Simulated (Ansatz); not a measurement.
Task: Name crystals whose computed values (DFT-PBEsol in the program Ansatz with PAW potentials) fall in these windows: B₀ by P(V) fit (GPa) 130 to 160; G_Hill (GPa) 100 to 140; highest Γ mode, no LO–TO term (cm⁻¹) 580 to 720.

Result: 

| crystal | B₀ by P(V) fit (GPa) | G_Hill (GPa) | highest Γ mode, no LO–TO term (cm⁻¹) |
|---|---|---|---|
| Ti2AlC, P6_3/mmc (Ti on 4f, Al on 2d, C on 2a) | 145 | 120 | 664 |
| Hf2InC, P6_3/mmc (Hf on 4f, In on 2d, C on 2a) | 139 | 100 | 613 |
| Ti2InC, P6_3/mmc (Ti on 4f, In on 2d, C on 2a) | 138 | 105 | 649 |
| MgB2, P6/mmm (Mg on 1a, B on 2d) | 146 | 123 | 690 |
| Ti2GaC, P6_3/mmc (Ti on 4f, Ga on 2d, C on 2a) | 151 | 118 | 663 |
Others may fit too.

Standing as an ambient phase not checked: Ti2AlC, P6_3/mmc (Ti on 4f, Al on 2d, C on 2a); Hf2InC, P6_3/mmc (Hf on 4f, In on 2d, C on 2a); Ti2InC, P6_3/mmc (Ti on 4f, In on 2d, C on 2a); Ti2GaC, P6_3/mmc (Ti on 4f, Ga on 2d, C on 2a). All cells were relaxed under the symmetry of their starts (and spin orders); stability against distortions was not tested throughout. Rows with no word on spin ran without spin polarisation. Spin–orbit coupling is left out wherever it is not named.

Potentials: the later of the program's two PAW sets.
